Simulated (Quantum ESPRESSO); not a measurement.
## Kohn-Sham bands of BaSi$_{2}$ (P6/mmm)

```
BaSi2
1.0
    4.12294     0.00000     0.00000
   -2.06147     3.57057     0.00000
    0.00000     0.00000     5.13888
Ba Si
1 2
Direct
  0.00000   0.00000   0.00000
  0.66667   0.33333   0.50000
  0.33333   0.66667   0.50000
```

Materials Project entry mp-7701; symmetrised, unrelaxed at this level. COD (Crystallography Open Database) has the formula in 2 space groups, this one among them (matched by group alone). Method: LDA plane waves in Quantum ESPRESSO 7.5 (PseudoDojo norm-conserving files, 46 Ry, no spin polarisation, no spin-orbit coupling), Bloch states on a 12×12×6 mesh through Γ, Wannier90 4.0.1. Density: 12×12×6 mesh, cold smearing 0.01 Ry. Spin-orbit coupling is left out although heavy elements are present.

Energies are relative to the Fermi level; weights are on the orthonormalised atomic waves of the pseudopotential files, averaged over the group. 18 electrons a cell are treated as valence.

Task: Into which isolated groups do the bands fall, where do they lie and what are they made of?

Result: 
| bands | from (eV) | to (eV) | filling | weight on atomic waves |
|---|---|---|---|---|
| 1 | -27.81 | -27.72 | filled | Ba 5s 96 % |
| 2–4 | -13.75 | -12.63 | filled | Ba 5p 93 % |

No gap over 0.05 eV opens at the Fermi level at this level of theory; semilocal functionals close the gap of some real semiconductors.
